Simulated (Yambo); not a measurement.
A BSE run in Yambo for CaC₂ (space group I4/mmm, No. 139) (PBEsol bands; 10×10×10 mesh, 4 valence and 3 conduction bands, static screening with 26 bands and a 4 Ry block, scissor 1.94 eV, Tamm-Dancoff; field along x) gives:

```tsv
state	energy (eV)	states within 2 meV	relative strength	class
1	3.66	2	< 0.01	dark
2	3.91	2	< 0.01	dark
3	3.94	2	1.00	strong
4	3.95	2	< 0.01	dark
5	3.98	1	< 0.01	dark
```

Axes are Cartesian, with cell vectors (Å) (-1.91, 1.91, 3.17), (1.91, -1.91, 3.17), (1.91, 1.91, -3.17).

**Question.** What changes when the light is polarised along z instead?

**Answer.** The energies stay; the strengths change. The first strong state is now at 3.99 eV instead of 3.94 eV.
```json
[
 {"state": "1", "energy (eV)": "3.66", "states within 2 meV": "2", "relative strength": "< 0.01", "class": "dark"},
 {"state": "2", "energy (eV)": "3.91", "states within 2 meV": "2", "relative strength": "< 0.01", "class": "dark"},
 {"state": "3", "energy (eV)": "3.94", "states within 2 meV": "2", "relative strength": "< 0.01", "class": "dark"},
 {"state": "4", "energy (eV)": "3.95", "states within 2 meV": "2", "relative strength": "< 0.01", "class": "dark"},
 {"state": "5", "energy (eV)": "3.98", "states within 2 meV": "1", "relative strength": "< 0.01", "class": "dark"}
]
```
Each run's strengths are scaled to its own strongest state. These are vertical excitations (zero momentum); the indirect quasiparticle gap, about 2.84 eV, is smaller than the direct one (4.10 eV on the GW mesh). The scissor comes from a G0W0 run whose convergence isn't established.

Geometry relaxed with PBEsol; primitive cell a = b = c = 4.164 Å, α = β = 125.39°, γ = 80.89°.

The structure is a Materials Project entry; no match was found in the copy of COD used, and its stability was not checked.
